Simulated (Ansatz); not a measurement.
Property card for ZrBrN

ZrBrN:
```xyz
6
Lattice="3.6135 0.0000 0.0000 0.0000 4.1044 0.0000 0.0000 0.0000 8.8333" Properties=species:S:1:pos:R:3 pbc="T T T"
Zr     0.0000     2.0522     0.8839
Zr     1.8068     0.0000     7.9494
Br     0.0000     0.0000     5.8611
Br     1.8068     2.0522     2.9722
N      0.0000     0.0000     0.2753
N      1.8068     2.0522     8.5579
```

Space group Pmmn (No. 59); conventional cell a = 3.614 Å, b = 4.104 Å, c = 8.833 Å, α = 90.00°, β = 90.00°, γ = 90.00°.

Method: plane-wave PAW r²SCAN+D4 (Ansatz code). The cell and atoms are relaxed at this level. Other levels are named where they apply.

**Cell and energy**

Volume per atom: 21.83 Å³
Density: 4.69 g/cm³
Formation energy from the elements (no fitted shifts): -1.91 eV/atom

**Electronic structure**

- Band gap: 2.22 eV (smallest direct gap 2.22 eV)
- Valence-band maximum: at Γ
- Conduction-band minimum: on the Γ–Z line, 2 % of the way from Γ (k = 0.000, 0.000, -0.010 in fractions of the reciprocal vectors) (2 equivalent valleys)
- Hole effective mass: 0.37, 0.92, 5.3 mₑ (principal values)
- HSE06 gap on the r²SCAN+D4 cell: 2.88 eV
- Gap with spin–orbit coupling: 2.22 eV

The first step of the workflow began from a Materials Project structure, measured or hypothetical; the Crystallography Open Database files this formula in space group No. 59, but the cells were not matched. Its standing as an ambient phase is unchecked. The cell was relaxed with r²SCAN+D4 under the symmetry of its start; whether a distortion lowers the energy is not shown. The run is not spin-polarised. The references are the lowest solids computed at this level, not always the standard phases (solids in place of the gases). Scalar-relativistic: spin–orbit coupling is off unless named, which matters more the heavier the elements.

Potentials: the later of the program's two PAW sets.
